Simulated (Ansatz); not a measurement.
Consider the following.

Starting cell, TiN (rock salt):

```xyz
2
Lattice="0.0000 2.1234 2.1234 2.1234 0.0000 2.1234 2.1234 2.1234 0.0000" Properties=species:S:1:pos:R:3 pbc="T T T"
N      0.0000     0.0000     0.0000
Ti     2.1234     2.1234     2.1234
```

Scan: atom 1 (N, nearest neighbour Ti at 2.123 Å; its periodic images, 3.0 Å or more away, move with it) is displaced along Cartesian [110], direction (0.707, 0.707, 0.000) in Cartesian axes, by s. The other atoms stay.

Computed with PBE (plane waves to 420 eV, PAW, scalar-relativistic; Ansatz, a first-principles code). k mesh 15×15×15 (Γ-centred), Fermi-Dirac smearing 0.05 eV. E stands for the smeared free energy. With partly filled bands, energies and forces of such displacements shift with the k mesh and the smearing. The PAW data are Ansatz's earlier set. TiN is run without spin polarisation. TiN was relaxed with its symmetry unable to fall. ΔE is measured from the undisplaced structure.

The scan covers s from -0.420 to 0.420 Å in 11 points.

Is the energy the same for equal positive and negative displacements?

Even: the same for both signs. With its periodic images moving along, the atom's site symmetry in this cell is m-3m.

What is the force constant k = d²E/ds² of this move at s = 0?

10.2 eV/Å².

With two atoms in the cell this is the zone-centre optical mode. What wavenumber follows?

506 cm⁻¹.

(A displaced cell: forces are minus the slopes of the energy, force constants its curvatures, and phonons follow from these.)
